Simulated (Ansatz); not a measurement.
## CsH: modes and screening against the lattice constant

These are results of Ansatz 0.2.0, DFT LDA, scalar-relativistic, plane waves, PAW, not measurements. Cutoff 420 eV, 8×8×8 k-points (Γ-centred), fixed occupations. No spin polarisation. Phonons by linear response, acoustic sum rule imposed.

The cell is fixed (symmetry leaves no force on the atoms) and stands under -0.1 GPa:
```yaml
crystal:
  lattice:
    - [0.00000, 3.35220, 3.35220]
    - [3.35220, 0.00000, 3.35220]
    - [3.35220, 3.35220, 0.00000]
  atoms:
    - { symbol: Cs, position: [0.00000, 0.00000, 0.00000] }
    - { symbol: H, position: [0.25000, 0.25000, 0.25000] }
```

The cell is the ideal cubic zincblende prototype; this isn't the usual structure of the compound. Spin–orbit coupling is left out, which matters for heavy elements.

Question: How do the optical zone-centre modes (counted from the lowest optical one, degenerate ones once; i marks imaginary ones; without the LO field) and the screening change over a = 6.558 and 6.704 Å?

Answer:
| a (Å) | 6.558 | 6.704 |
| --- | --- | --- |
| pressure (GPa) | 0.5 | -0.1 |
| gap on the mesh (eV) | 2.34 | 2.43 |
| ε∞ | 2.99 | 2.86 |
| ε0 | 5.0 | 5.1 |
| mode 1 (cm⁻¹) | 585 | 536 |

Cost: 2 runs of about 1 core-minutes in all, on Arm Neoverse V2 (shared hosts).